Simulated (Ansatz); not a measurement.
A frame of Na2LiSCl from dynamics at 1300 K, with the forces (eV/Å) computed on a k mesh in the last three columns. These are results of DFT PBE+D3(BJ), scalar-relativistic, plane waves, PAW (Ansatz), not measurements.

Cutoff 420 eV; k points 3×3×3 on the computed 20-atom cell (Γ-centred); Fermi–Dirac smearing, width 0.11 eV; no spin polarisation.

```xyz
20
Lattice="7.409 0.014 0.167 0.014 7.254 0.109 0.167 0.109 7.722" Properties=species:S:1:pos:R:3:forces:R:3 pbc="T T T"
Na    7.407    7.050    5.718    0.670    0.680    0.420
Na    0.801    5.323    2.976   -0.690   -0.350   -1.090
Na    4.865    5.638    7.699    0.920   -0.410    0.900
Na    1.080    1.214    2.558    0.370    0.240   -0.400
Na    6.942    2.387    7.788   -0.350    0.000   -0.090
Na    3.584    3.200    6.112   -0.020   -0.280    0.230
Na    2.960    6.874    7.004   -0.780    1.290   -0.110
Na    4.842    5.860    3.947   -0.190    0.300   -0.210
S     1.385    2.067    4.912    0.110   -0.410   -0.270
S     5.573    3.747    2.143    0.590   -0.350    0.990
S     2.396    5.440    4.923    0.950    0.600    0.060
S     5.258    1.236    5.870   -0.630   -0.300   -0.660
Li    4.483    1.938    2.919   -0.060   -1.190   -0.340
Li    1.052    4.027    5.668   -0.820    0.040    0.340
Li    6.252    2.693    4.345    0.670    0.330    0.370
Li    2.966    3.725    3.197    0.440    0.370    2.020
Cl    4.045    7.022    1.844   -0.710    1.190    0.170
Cl    6.239    4.878    5.811    0.310   -1.170   -0.110
Cl    0.071    7.075    0.782    0.440   -0.310    0.060
Cl    2.394    3.779    1.332   -1.230   -0.250   -2.290
```

Static pressure 1.8 GPa (no kinetic part), a gap on the mesh of 1.81 eV.

Counting as bonded all pairs within 1.2 times the summed covalent radii, but none from a metal cation to another cation:

```csv
atom → neighbour,mean count,mean length (Å),spread (Å)
Cl → Li,1.00,2.37,0.26
Cl → Na,4.00,2.81,0.28
Li → Cl,1.00,2.37,0.26
Li → S,1.75,2.36,0.21
Na → Cl,2.00,2.81,0.28
Na → S,2.00,2.77,0.19
S → Li,1.75,2.36,0.21
S → Na,4.00,2.77,0.19
```

Angles between all pairs of such bonds at an atom (mean ± spread): 104 ± 30° at Cl, 113 ± 14° at Li, 108 ± 27° at Na, 102 ± 30° at S.

An odd mesh misses points on the zone edge, so a gap read on it can be too wide.

Cost: 1 run of about 0.36 core-minutes, on AMD EPYC 9R45 (Zen 5) (shared hosts).